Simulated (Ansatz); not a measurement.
Ansatz input file:

```yaml
crystal:
  lattice:
    - [2.8807813594, -7.0221950082, 0.0]
    - [2.8807813594, 7.0221950082, 0.0]
    - [0.0, 0.0, 4.0897091285]
  atoms:
    - { symbol: Cs, position: [0.6512983515, 0.3487016485, 0.75] }
    - { symbol: Cs, position: [0.3487016485, 0.6512983515, 0.25] }
    - { symbol: Ge, position: [0.9492099251, 0.0507900749, 0.75] }
    - { symbol: Ge, position: [0.0507900749, 0.9492099251, 0.25] }
basis:
  ecutwfc: 500
kpoints:
  mp_grid: { grid: [8, 8, 10] }
hamiltonian:
  xc: r2scan
scf:
  occupations: { method: gaussian, width: 0.1 }
output:
  forces: true
  stress: true
  eigenvalues: true
relax:
  adjacent_minimum: "off"
  f_tol: 0.01
  max_steps: 30
  cell: { stress_tol: 0.1, fix: [volume] }
```

It can be run as
```bash
ansatz run input.yaml --threads 1 --pin off --backend cpu --events-out ev --progress --plain --runs-dir out  # memory cap (--max-ram) not shown
```

Method: DFT r2SCAN, scalar-relativistic, plane waves, PAW in Ansatz 0.2.0.

Abridged output (final results; tables in files aren't shown):

```
SCF 4 converged in 5 iterations: F = -19978.342171 eV  dr2 = 1.07e-11
SCF converged after 5 iterations
Free energy (F): -19978.342171 eV
Harris-Foulkes:  -19978.342171 eV  (|F-HF|=2.18e-11)
Internal energy: -19978.334225 eV  (E = F + TS)
E sigma→0 (E₀):  -19978.338198 eV
Entropy (-TS):   -0.007946 eV (-1.986 meV/atom)
Fermi energy:    5.919903 eV
--- Per-component energies (eV) ---
  E_band       = -471.618819
  E_kinetic    = 505.545010
  E_local      = -6869.188989  (includes V_loc(G=0)·N_el)
  E_nonlocal   = 895.126194
  E_hartree    = 3035.721524
  E_xc         = -462.724604
  E_vxc        = -410.568896  (∫ρ·V_xc dr)
  E_paw        = -14251.675351  (= ΣΔE_a)
  E_vpaw       = -685.090793  (= ΣTr[D̂ρ^β])
  E_aug_tail   = 0.000031  (compensation charges beyond the density's cutoff)
  E_vtau       = 21.115408  (kinetic-family band-sum trace: ∫τ·v_τ [+ j·A + Jᵃ·Aᵃ] dr)
  E_ewald      = -2829.066266
  E_core_change = -2.071773  (= ΣΔE_core)
  E_smearing   = -0.007946  (= −TS)
--- Forces (eV/Å), atoms counted from 1 ---
  atom   1  Cs     0.00000000     0.00293636     0.00000000
  atom   2  Cs     0.00000000    -0.00293636     0.00000000
  atom   3  Ge     0.00000000     0.00371493     0.00000000
  atom   4  Ge     0.00000000    -0.00371493     0.00000000
--- Stress (GPa, compression-positive) ---
       -0.427019       0.000000       0.000000
        0.000000      -0.336670       0.000000
        0.000000       0.000000      -0.417098
  P = ⅓ Tr σ = -0.3936 GPa (-3.936 kbar)
--- Band table (eV; the first three rows and the last of 126) ---
  k-point 0: bands = ["-18.5788", "-18.5699", "-18.5278", "-18.4877", "-18.4852", "-18.4430", "-18.4240", "-18.4153", "-18.3586", "-18.3024", "-17.8773", "-17.8069", "-4.8406", "-4.4068", "-4.1932", "-4.1227", "-4.0412", "-4.0135", "-3.9088", "0.8686", "4.2091", "4.9386", "5.3325", "7.1500", "8.0507", "8.3211", "8.5193", "9.3343"]
  k-point 1: bands = ["-18.5818", "-18.5699", "-18.5277", "-18.4872", "-18.4824", "-18.4416", "-18.4196", "-18.4152", "-18.3680", "-18.2989", "-17.8677", "-17.8006", "-4.7949", "-4.3884", "-4.1839", "-4.1602", "-4.1089", "-4.1000", "-3.8456", "0.7945", "4.2599", "4.3585", "5.4379", "7.7406", "8.1725", "8.1936", "8.8155", "9.2184"]
  k-point 2: bands = ["-18.5869", "-18.5704", "-18.5270", "-18.4926", "-18.4722", "-18.4377", "-18.4152", "-18.4050", "-18.3886", "-18.2949", "-17.8420", "-17.7845", "-4.6763", "-4.3914", "-4.3487", "-4.3381", "-4.1609", "-4.1114", "-3.6402", "0.4605", "3.6738", "4.4093", "5.6588", "7.4679", "8.0710", "8.4853", "8.5882", "9.5621"]
  k-point 125: bands = ["-18.5815", "-18.5815", "-18.5155", "-18.5155", "-18.4463", "-18.4463", "-18.4217", "-18.4217", "-18.3280", "-18.3280", "-17.7574", "-17.7574", "-4.9965", "-4.9965", "-4.1932", "-4.1932", "-4.1519", "-4.1519", "-1.9433", "-1.9433", "4.3218", "4.3218", "5.5789", "5.5789", "7.9904", "7.9904", "8.7038", "8.7038"]
--- Relaxed structure (3 steps of the walk, 3 accepted, 1 SCFs on fresh bases) ---
  F+E_penalty+E_count = -19978.34217071 eV   max|allowed force component| = 3.715e-3 eV/Å   (the final SCF, on the basis selected at the relaxed cell)
  cell:  # Å, volume = 165.4648 Å³
    - [2.88543825, -7.03364918, 0.0]
    - [2.88543825, 7.03364918, 0.0]
    - [0.0, 0.0, 4.07645935]
  atoms:
    - { symbol: Cs, position: [0.64969529, 0.35030470, 0.74999999] }
    - { symbol: Cs, position: [0.35030470, 0.64969529, 0.24999999] }
    - { symbol: Ge, position: [0.94985835, 0.05014164, 0.74999999] }
    - { symbol: Ge, position: [0.05014164, 0.94985835, 0.24999999] }
```

The relaxation met its thresholds.